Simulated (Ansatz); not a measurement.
Consider the following.

In:
```
In
1.0
    3.03967     0.00000     0.00000
    0.00000     3.03967     0.00000
    0.00000     0.00000     3.03967
In
1
Cartesian
  0.00000   0.00000   0.00000
```

This is the r²SCAN-relaxed structure.

Task: All from DFT-r²SCAN in the program Ansatz with PAW potentials, unless another level is named. Give the bulk modulus (Birch–Murnaghan fit).

Result: 37.4 GPa.

Task: What about the elastic constants (relaxed ions, GPa)?

Result: C11 = 86.8, C12 = 14.9, C44 = -5.3.

Space group Pm-3m (simple cubic). A made-up cell: these elements were put on the sites of a structure type; neither database checked (COD, Materials Project) lists it. It is not the phase usual at ambient conditions (space group No. 139). The cell was relaxed with r²SCAN under the symmetry of its start. At this level the phase is mechanically unstable. As this level gives no gap, shear constants depend on the k-mesh and smearing (Fermi–Dirac, 0.1 eV here).

Potentials: the later of the program's two PAW sets.
